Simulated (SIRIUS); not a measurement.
**A series of runs on Ge3PbSe4 (Pm, 8 atoms in the cell; from Materials Project mp-1224389)**

```yaml
crystal:
  lattice:
    - [4.59551, 0.00000, 0.00000]
    - [0.00000, 3.99623, 0.00000]
    - [-0.00948, 0.00000, 11.48214]
  atoms:
    - { symbol: Ge, position: [0.12680, 0.00000, 0.87420] }
    - { symbol: Ge, position: [0.62610, 0.50000, 0.63110] }
    - { symbol: Ge, position: [0.87820, 0.50000, 0.12500] }
    - { symbol: Pb, position: [0.40830, 0.00000, 0.38750] }
    - { symbol: Se, position: [0.50930, 0.00000, 0.13780] }
    - { symbol: Se, position: [0.98950, 0.00000, 0.65220] }
    - { symbol: Se, position: [0.49310, 0.50000, 0.84660] }
    - { symbol: Se, position: [0.96870, 0.50000, 0.34550] }
```

Base run A: PBEsol, GBRV PBEsol ultrasoft pseudopotentials (SIRIUS 7.12.0), self-consistent single point.

Its settings: parameters.ngridk = 3 3 1; parameters.xc_functionals = [XC_GGA_X_PBE_SOL, XC_GGA_C_PBE_SOL]; parameters.gk_cutoff = 6.325 1/bohr; parameters.pw_cutoff = 14.143 1/bohr; parameters.smearing = gaussian; parameters.smearing_width = 0.000367493 Ha; potentials = GBRV PBEsol ultrasoft pseudopotentials; parameters.electronic_structure_method = pseudopotential; parameters.num_bands = 48; parameters.num_mag_dims = 0; parameters.num_dft_iter = 100; parameters.energy_tol = 1e-07 Ha; parameters.density_tol = 1e-06; mixer.type = anderson; mixer.beta = 0.5; mixer.use_hartree = false.

Spin-orbit coupling is left out, which matters for bands and gaps with elements this heavy. The structure comes from a collection of computed structures, made at another level of theory; the collection holds predicted forms beside known ones.

ΔF is the free energy per atom less that of run A. 

A variant of run A gave: the free energy goes up by 10.7 meV/atom, the pressure goes from -2.34 to -2.70 GPa and the largest force goes from 0.416 to 0.856 eV/Å.

What was changed between the two runs?
(A) atom 5 moved by +0.15 angstrom along x
(B) atom 5 moved by +0.04 angstrom along x
(C) atom 5 moved by -0.15 angstrom along x
(D) atom 5 moved by -0.04 angstrom along x

C, atom 5 moved by -0.15 angstrom along x. That run gave: ΔF (meV/atom) 10.7; pressure (GPa) -2.70; largest force (eV/Å) 0.856.

The base and the other variants:

```tsv
change	ΔF (meV/atom)	pressure (GPa)	largest force (eV/Å)
base	0.00	-2.34	0.416
atom 5 moved by -0.08 angstrom along x	4.6	-2.55	0.657
atom 5 moved by -0.04 angstrom along x	1.90	-2.45	0.524
atom 5 moved by +0.04 angstrom along x	-1.08	-2.23	0.413
atom 5 moved by +0.08 angstrom along x	-1.27	-2.10	0.409
atom 5 moved by +0.15 angstrom along x	0.71	-1.85	0.481
```
